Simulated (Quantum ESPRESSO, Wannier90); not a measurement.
Wannierisation of PbSe (Cmcm)

Materials Project entry mp-1063670; symmetrised, unrelaxed at this level. Not found in the COD (Crystallography Open Database) copy used, which has the formula in other groups; not checked further. Method: PBEsol plane waves in Quantum ESPRESSO 7.5 (PseudoDojo norm-conserving files, 69 Ry, spinors with spin-orbit coupling), Bloch states on a 4×4×4 mesh through Γ, Wannier90 4.0.1. Density: 8×8×8 mesh, Gaussian smearing 0.01 Ry.

On the energy scale of pw.x, whose zero is arbitrary, the valence-band maximum lies at 8.53 eV.

Input w.win:

```
num_bands = 4
num_wann = 4
exclude_bands = 1-44,49-92
spinors = true
num_iter = 800
conv_tol = 1.0e-6
conv_window = 4
write_hr = true
write_u_matrices = true
auto_projections = true
begin unit_cell_cart
ang
    4.3097500000    0.0000000000    0.0000000000
    0.0000000000    0.0000000000   -4.4504900000
   -2.1548750000    6.1339450000    0.0000000000
end unit_cell_cart
begin atoms_frac
Pb   0.3682400000  0.2500000000 -0.2635200000
Pb  -0.3682400000 -0.2500000000  0.2635200000
Se   0.1387100000  0.2500000000  0.2774200000
Se  -0.1387100000 -0.2500000000 -0.2774200000
end atoms_frac
mp_grid = 4 4 4
begin kpoints
0.0000000000 0.0000000000 0.0000000000
0.0000000000 0.0000000000 0.2500000000
0.0000000000 0.0000000000 0.5000000000
... (61 more lines: the 4x4x4 mesh through Gamma)
end kpoints
```

Input of pw2wannier90.x that gives the overlap and projection files (equivalent; here they were cut from one run over all bands):

```
&inputpp
  outdir = './out'
  prefix = 'pwscf'
  seedname = 'w'
  write_amn = .true.
  write_mmn = .true.
  atom_proj = .true.
  atom_proj_exclude = 1 2 3 4 5 6 7 8 9 10 13 14 15 16 17 18 19 20 21 22 23 24 25 26 27 28 31 32 33 34 35 36 37 38 39 40 41 42 43 44 45 46 47 48 49 50 51 52 53 54 55 56 57 58 59 60 61 62 63 64 65 66 67 68 69 70 71 72
/
```

Output w.wout (banner and timings cut):

```
                                    ------
                                    SYSTEM
                                    ------

                              Lattice Vectors (Ang)
                    a_1     4.309750   0.000000   0.000000
                    a_2     0.000000   0.000000  -4.450490
                    a_3    -2.154875   6.133945   0.000000

                   Unit Cell Volume:     117.65213  (Ang^3)

                        Reciprocal-Space Vectors (Ang^-1)
                    b_1     1.457900   0.512165   0.000000
                    b_2     0.000000   0.000000  -1.411796
                    b_3    -0.000000   1.024330   0.000000

 *----------------------------------------------------------------------------*
 |   Site       Fractional Coordinate          Cartesian Coordinate (Ang)     |
 +----------------------------------------------------------------------------+
 | pb   1   0.36824   0.25000  -0.26352   |    2.15488  -1.61642  -1.11262    |
 | pb   2  -0.36824  -0.25000   0.26352   |   -2.15488   1.61642   1.11262    |
 | se   1   0.13871   0.25000   0.27742   |    0.00000   1.70168  -1.11262    |
 | se   2  -0.13871  -0.25000  -0.27742   |    0.00000  -1.70168   1.11262    |
 *----------------------------------------------------------------------------*
                                ------------
                                K-POINT GRID
                                ------------

             Grid size =  4 x  4 x  4      Total points =   64

 *---------------------------------- MAIN ------------------------------------*
 |  Number of Wannier Functions               :                 4             |
 |  Number of Objective Wannier Functions     :                 4             |
 |  Number of input Bloch states              :                 4             |
 |  Output verbosity (1=low, 5=high)          :                 1             |
 |  Timing Level (1=low, 5=high)              :                 1             |
 |  Optimisation (0=memory, 3=speed)          :                 3             |
 |  Length Unit                               :               Ang             |
 |  Post-processing setup (write *.nnkp)      :                 F             |
 |  Using Gamma-only branch of algorithms     :                 F             |
 *----------------------------------------------------------------------------*
 *------------------------------- WANNIERISE ---------------------------------*
 |  Total number of iterations                :               800             |
 |  Number of CG steps before reset           :                 5             |
 |  Trial step length for line search         :             2.000             |
 |  Convergence tolerence                     :         0.100E-05             |
 |  Convergence window                        :                 4             |
 |  Iterations between writing output         :                 1             |
 |  Iterations between backing up to disk     :               100             |
 |  Write r^2_nm to file                      :                 F             |
 |  Write xyz WF centres to file              :                 F             |
 |  Write on-site energies <0n|H|0n> to file  :                 F             |
 |  Use guiding centre to control phases      :                 F             |
 |  Use phases for initial projections        :                 F             |
 *----------------------------------------------------------------------------*
 *-------------------------------- PLOTTING ----------------------------------*
 |  Plotting Hamiltonian in WF basis          :                 T             |
 *----------------------------------------------------------------------------*

       ... (k-mesh section left out)

 Starting a new Wannier90 calculation ...

 Reading overlaps from w.mmn

 Reading projections from w.amn

 *------------------------------- WANNIERISE ---------------------------------*
 +--------------------------------------------------------------------+<-- CONV
 | Iter  Delta Spread     RMS Gradient      Spread (Ang^2)            |<-- CONV
 +--------------------------------------------------------------------+<-- CONV

 ------------------------------------------------------------------------------
 Initial State
  WF centre and spread    1  (  2.154875, -1.815540, -1.112623 )     3.39671707
  WF centre and spread    2  (  2.154875, -1.815540, -1.112623 )     3.39671707
  WF centre and spread    3  ( -2.154875,  1.815540,  1.112623 )     3.39671707
  WF centre and spread    4  ( -2.154875,  1.815540,  1.112623 )     3.39671707
  Sum of centres and spreads ( -0.000000,  0.000000,  0.000000 )    13.58686828

      0     0.136E+02     0.0000000000       13.5868682761  <-- CONV
        O_D=      0.0042144 O_OD=      0.0195024 O_TOT=     13.5868683 <-- SPRD
 ------------------------------------------------------------------------------
      1    -0.719E-03     0.0443229966       13.5861493624  <-- CONV
        O_D=      0.0035214 O_OD=      0.0194766 O_TOT=     13.5861494 <-- SPRD
      2    -0.454E-04     0.0115876762       13.5861039640  <-- CONV
        O_D=      0.0034843 O_OD=      0.0194683 O_TOT=     13.5861040 <-- SPRD
      3    -0.560E-05     0.0040151070       13.5860983600  <-- CONV
        O_D=      0.0034823 O_OD=      0.0194646 O_TOT=     13.5860984 <-- SPRD
      4    -0.246E-05     0.0021841976       13.5860958954  <-- CONV
        O_D=      0.0034822 O_OD=      0.0194623 O_TOT=     13.5860959 <-- SPRD
      5    -0.880E-06     0.0016042605       13.5860950152  <-- CONV
        O_D=      0.0034816 O_OD=      0.0194620 O_TOT=     13.5860950 <-- SPRD
      6    -0.509E-07     0.0004940550       13.5860949644  <-- CONV
        O_D=      0.0034816 O_OD=      0.0194619 O_TOT=     13.5860950 <-- SPRD
      7    -0.105E-07     0.0001631198       13.5860949539  <-- CONV
        O_D=      0.0034816 O_OD=      0.0194619 O_TOT=     13.5860950 <-- SPRD
      8    -0.287E-08     0.0001060940       13.5860949510  <-- CONV
        O_D=      0.0034816 O_OD=      0.0194619 O_TOT=     13.5860950 <-- SPRD
             <<<     Delta < 1.000E-06  over  4 iterations     >>>
             <<< Wannierisation convergence criteria satisfied >>>
 Final State
  WF centre and spread    1  (  2.154875, -1.815550, -1.112623 )     3.39652374
  WF centre and spread    2  (  2.154875, -1.815550, -1.112623 )     3.39652374
  WF centre and spread    3  ( -2.154875,  1.815550,  1.112623 )     3.39652374
  WF centre and spread    4  ( -2.154875,  1.815550,  1.112623 )     3.39652374
  Sum of centres and spreads ( -0.000000,  0.000000,  0.000000 )    13.58609495

         Spreads (Ang^2)       Omega I      =    13.563151438
        ================       Omega D      =     0.003481585
                               Omega OD     =     0.019461928
    Final Spread (Ang^2)       Omega Total  =    13.586094951
```
